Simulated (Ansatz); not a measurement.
Monolayer MoS2 (1T, P-3m1 in the vacuum cell, 3 atoms) under equal strain ε along x and y, atoms relaxed, r²SCAN+D4 (plane waves, PAW; program Ansatz). Strained cells keep size and symmetry, so buckling is not allowed; words on stability below refer to the unstrained layer.

```csv
ε (%),tension xx (N/m)
-4,-4.21
-2,-2.04
0,0.00
2,1.99
4,?
```

Fit the shown tensions and predict the withheld one.

A parabola gives σ = 0.01 + 100.9ε + (-113)ε² N/m, whose slope estimates C11 + C12. At ε = 0.04 that is 3.87 N/m. The run itself gave 2.19 N/m.

The layer was cut from a bulk entry of the Materials Project (measured or hypothetical); whether that bulk phase is the ambient one, and whether the layer has been isolated, was not checked. Symmetry was held in the r²SCAN+D4 relaxation; its stability against distortions is not shown here. No spin polarisation was allowed.

Potentials: the later of the program's two PAW sets.
